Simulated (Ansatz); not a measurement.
MoP in space group P-6m2 (No. 187; Mo on 1a, P on 1f) at seven volumes, plane-wave PAW PBE (Ansatz code), shape and atoms relaxed at each. One row is withheld.

| V (Å³/atom) | P (GPa) |
|---|---|
| 13.225 | 24.88 |
| 13.661 | 15.21 |
| 14.097 | 6.97 |
| 14.533 | -0.05 |
| 14.969 | -5.99 |
| 15.405 | -11.06 |
| 15.841 | ? |

Problem. Fit the shown pressures and predict the withheld one.

Solution. P = (3/2)B₀(x^(7/2) − x^(5/2))[1 + (3/4)(B′ − 4)(x − 1)] with x = (V₀/V)^(2/3). Least squares on the six rows gives V₀ = 14.531 Å³/atom, B₀ = 215 GPa, B′ = 4.36. At V = 15.841, x = 0.9441 and P = -15.38 GPa. The run itself gave -15.35 GPa.

The cell keeps a stress of up to 0.2 GPa. Symmetry was held in the PBE relaxation. The run is not spin-polarised.

Potentials: the later of the program's two PAW sets.
